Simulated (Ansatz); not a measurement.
# NdHf: start and end of a relaxation

The guess for NdHf was made by a generator: species swapped into a database cell of TiCd (P4/nmm, No. 129), with Hf on the Ti sites and Nd on the Cd sites. Its size is a rough estimate.

start.cif

```cif
data_structure
_symmetry_space_group_name_H-M 'P4/nmm:1'
_symmetry_Int_Tables_number 129
_cell_length_a 3.1336
_cell_length_b 3.1336
_cell_length_c 9.6619
_cell_angle_alpha 90.000
_cell_angle_beta 90.000
_cell_angle_gamma 90.000
_cell_volume 94.88
loop_
_atom_site_label
_atom_site_type_symbol
_atom_site_symmetry_multiplicity
_atom_site_Wyckoff_symbol
_atom_site_fract_x
_atom_site_fract_y
_atom_site_fract_z
_atom_site_occupancy
Nd1 Nd 2 c 0.00000 0.50000 0.13000 1
Hf1 Hf 2 c 0.00000 0.50000 0.60800 1
```

These are results of DFT PBE, scalar-relativistic, plane waves, PAW, and for the lanthanide a 4f-in-core norm-conserving potential, in Ansatz 0.2.0, not measurements. Cutoff 660 eV, Gaussian smearing, Γ-centred meshes. Cell and atoms relax first on a coarse mesh, the cell is then made exact in the group found at 0.06 to 0.08 Å, and last on a converged mesh; the steps can't lower the symmetry of their start. No spin polarisation.

end.cif

```cif
data_structure
_symmetry_space_group_name_H-M 'P4/nmm:1'
_symmetry_Int_Tables_number 129
_cell_length_a 3.3115
_cell_length_b 3.3115
_cell_length_c 10.2460
_cell_angle_alpha 90.000
_cell_angle_beta 90.000
_cell_angle_gamma 90.000
_cell_volume 112.36
loop_
_atom_site_label
_atom_site_type_symbol
_atom_site_symmetry_multiplicity
_atom_site_Wyckoff_symbol
_atom_site_fract_x
_atom_site_fract_y
_atom_site_fract_z
_atom_site_occupancy
Nd1 Nd 2 c 0.00000 0.50000 0.15029 1
Hf1 Hf 2 c 0.00000 0.50000 0.59962 1
```

The symmetry stays P4/nmm (No. 129). The volume per atom grows by 18.4 %, from 23.7 to 28.1 Å³. The shortest distance goes from 3.04 Å (Hf–Hf) to 3.11 Å (Hf–Hf).

```
Volume per atom                            : 28.09 Å³
Density                                    : 9.54 g/cm³
Energy over the elements                   : +0.14 eV/atom
Gap on the 10×10×4 mesh of the 4-atom cell : 0 eV (a metal)
```

The zero of energy is the elements' standard structures at the same level; no fitted shifts are applied. The separate elements lie lower, so it is unstable against them.

The last run used Gaussian smearing of 0.10 eV. Spin–orbit coupling, which can matter for Hf, is left out. A later test with randomly moved atoms came back to the same energy, though modes that don't fit the test's cell weren't probed.

The lanthanide is trivalent by construction, without f bands, f moments or other valences. The reference runs of the other elements, and any phases without the lanthanide, used 420 eV, which shifts energies against them by under 10 meV/atom. The lanthanide's reference is the lowest of its hcp, dhcp and fcc cells.
